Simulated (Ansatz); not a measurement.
## Property card for Hf2SnTe6

These are results of DFT PBE, scalar-relativistic, plane waves, PAW (Ansatz), not measurements.

Plane waves to 420 eV, a k mesh through Γ of 6×6×6 on the computed 9-atom cell and Gaussian smearing (0.10 eV); no spin polarisation.

The structure is relaxed at this level of theory with its symmetry kept, and needn't be the ground state of this composition.

```
Hf Sn Te
1.0
     3.52979    2.03792    7.09942
    -3.52979    2.03792    7.09942
     0.00000   -4.07585    7.09942
Hf Sn Te
2 1 6
Direct
  0.33336 0.33336 0.33336
  0.66664 0.66664 0.66664
  0.00000 0.00000 0.00000
  0.26885 0.56465 0.91652
  0.56465 0.91652 0.26885
  0.91652 0.26885 0.56466
  0.08348 0.73115 0.43534
  0.43534 0.08348 0.73115
  0.73115 0.43534 0.08348
```

| Property | Result |
| --- | --- |
| Space group | R-3 (No. 148) |
| Volume per atom | 34.05 Å³ |
| Formation energy from the elements' standard states (uncorrected) | -0.544 eV/atom |
| Kohn–Sham band gap | none (metal) |
| Density of states at the Fermi level | 5.7 states/eV per cell |
| Orbital (Löwdin) character within 0.5 eV of the Fermi level | Te 5p 77 %, Hf 5d 13 % |
| Bader charge by site (e) | Hf (2 in the cell) 1.68, Sn (1 in the cell) 0.74, Te (6 in the cell) -0.68 |

Spin-orbit coupling is left out, which matters for the bands of heavy elements. The cell holds layers, chains or molecules and no dispersion correction was added, so their binding is poorly described.

The cell was found from a structure generator's guess, not taken from experiment. Löwdin shares on free-atom orbitals overweight diffuse shells.
